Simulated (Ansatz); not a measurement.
A geometry of PtSe2 away from equilibrium: the start of the relaxation of a generated trial cell of PtSe2 in the CdI2 structure type. Computed with PBE (plane waves to 420 eV, PAW, scalar-relativistic; Ansatz, an electronic-structure program). Γ-centred k-mesh 7×7×4 on the run's cell (coarser than for final values), Fermi–Dirac smearing 0.05 eV.

```xyz
3
Lattice="3.6677 0.0000 0.0000 -1.8338 3.1763 0.0000 0.0000 0.0000 5.9167" Properties=species:S:1:pos:R:3 pbc="T T T"
Pt     0.0000     0.0000     0.0000
Se     0.0000     2.1175     1.4910
Se     1.8338     1.0588     4.4257
```

Q: Give the Cartesian forces on all atoms (eV/Å).

A: 
```
atom    Fx    Fy     Fz
----  ----  ----  -----
Pt1   0.00  0.00   0.00
Se2   0.00  0.00  -1.38
Se3   0.00  0.00   1.38
```

Q: What is the pressure?

A: -4.0 GPa, compression positive.

No spin polarisation in the result. No dispersion correction is included, so spacings between layers, chains or molecules are soft and tend to come out too large.

The run could not lose the symmetry of its start.
